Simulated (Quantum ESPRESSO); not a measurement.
Kohn-Sham bands of WSe$_{2}$ (P6₃/mmc, 2Hc stacking as in molybdenite)

```
CELL_PARAMETERS angstrom
      3.31993     0.00000     0.00000
     -1.65997     2.87514     0.00000
      0.00000     0.00000    13.73719
ATOMIC_POSITIONS crystal
  W  0.66667 0.33333 0.75000
  W  0.33333 0.66667 0.25000
  Se 0.33333 0.66667 0.87100
  Se 0.66667 0.33333 0.12900
  Se 0.66667 0.33333 0.37100
  Se 0.33333 0.66667 0.62900
```

Cell from Materials Project (mp-1821), symmetrised, no further relaxation. COD (Crystallography Open Database) has an entry of this formula and space group (matched by these alone). Level: PBE, no spin polarisation, no spin-orbit coupling; pw.x of Quantum ESPRESSO at 69 Ry with PseudoDojo potentials, 6×6×4 k-points, Wannier90. Density: 12×12×4 mesh, cold smearing 0.01 Ry. The cell is built of weakly bound layers, chains or molecules, whose nearest atoms lie 4.03 Å apart. Database cells relaxed without dispersion often hold them too far apart, which can enlarge gaps and weakens couplings between them; spacing and stacking were not compared with the measured crystal. Spin-orbit coupling is left out although heavy elements are present.

Energies are relative to the valence-band maximum; weights are on the orthonormalised atomic waves of the pseudopotential files, averaged over the group. 92 electrons a cell are treated as valence.

Problem. Into which isolated groups do the bands fall, where do they lie and what are they made of?

Solution. 
| bands | from (eV) | to (eV) | filling | weight on atomic waves |
|---|---|---|---|---|
| 1–2 | -74.28 | -74.27 | filled | W 5s 98 % |
| 3–22 | -47.84 | -47.77 | filled | Se 3d 100 % |
| 23–28 | -38.60 | -38.39 | filled | W 5p 99 % |
| 29–32 | -15.01 | -12.61 | filled | Se 4s 81 %, W 5d 9 %, W 6s 7 % |
| 33–46 | -6.67 | 0.00 | filled | Se 4p 59 %, W 5d 33 % |

The Kohn-Sham gap over both meshes and the path is 1.20 eV.
